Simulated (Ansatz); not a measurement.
One starting cell of PbSe (a generated cell, PbSe placed in the tenorite structure type) was relaxed twice with Ansatz (plane waves, PAW, scalar-relativistic): with r2SCAN at 500 eV and with PBE at 420 eV. The r2SCAN result:

```xyz
2
Lattice="0.0000 3.0888 3.0888 3.0888 0.0000 3.0888 3.0888 3.0888 0.0000" Properties=species:S:1:pos:R:3 pbc="T T T"
Pb     0.0000     0.0000     0.0000
Se     3.0888     3.0888     3.0888
```

```
quantity                          r2SCAN    PBE
--------------------------------  ------  -----
space group                        Fm-3m  Fm-3m
volume (Å³/atom)                   29.47  30.04
a (Å)                              6.178  6.217
gap (eV, no spin-orbit coupling)    0.66   0.43
```

Both levels end in the same structure; PBE's volume is 1.9 % larger; its gap is 0.23 eV smaller. Neither column is exact.

No spin polarisation in the result. Without spin-orbit coupling the bands of the heavy element are not split, so the gap can be far off.

The run could not lose the symmetry of its start; a randomly shaken copy of 4 atoms returns to this structure.

Ansatz is a program for electronic structure.
